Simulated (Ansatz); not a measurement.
**Kick test of a cell of Be₂Se**

It was reached by relaxing an invented guess, and it needn't be the stable form of this composition.

All numbers below come from Ansatz 0.2.0, DFT PBE, scalar-relativistic, plane waves, PAW. Cutoff 420 eV; k points 10×10×4 on the computed 9-atom cell (Γ-centred); Gaussian smearing, width 0.10 eV; no spin polarisation.

The cell below (9 atoms, space group P-4m2 (No. 115)) is relaxed within its symmetry.

```
CELL_PARAMETERS angstrom
3.46227 0.00000 0.00000
0.00000 3.46227 0.00000
0.00000 0.00000 11.31653
ATOMIC_POSITIONS crystal
Be 0.50000 0.00000 0.64272
Be 0.00000 0.00000 0.50000
Be 0.00000 0.50000 0.35728
Be 0.50000 0.50000 0.50000
Be 0.50000 0.00000 0.11897
Be 0.00000 0.50000 0.88103
Se 0.50000 0.50000 0.76105
Se 0.50000 0.50000 0.23895
Se 0.00000 0.00000 0.00000
```

For the test it was strained at random (σ = 1.5 % a component), the atoms were moved at random (σ = 0.15 Å), and all was relaxed again on a coarse 6×6×2 mesh (in the run’s order of axes) with 0.20 eV smearing, with no symmetry imposed.

Question: Does it come back?

Answer: It returns, within 1 meV/atom of the unmoved cell on that mesh and with the same symmetry when read at 0.1 Å. No instability shows in this cell; modes of other wave vectors, which need another repeat, aren't tested.
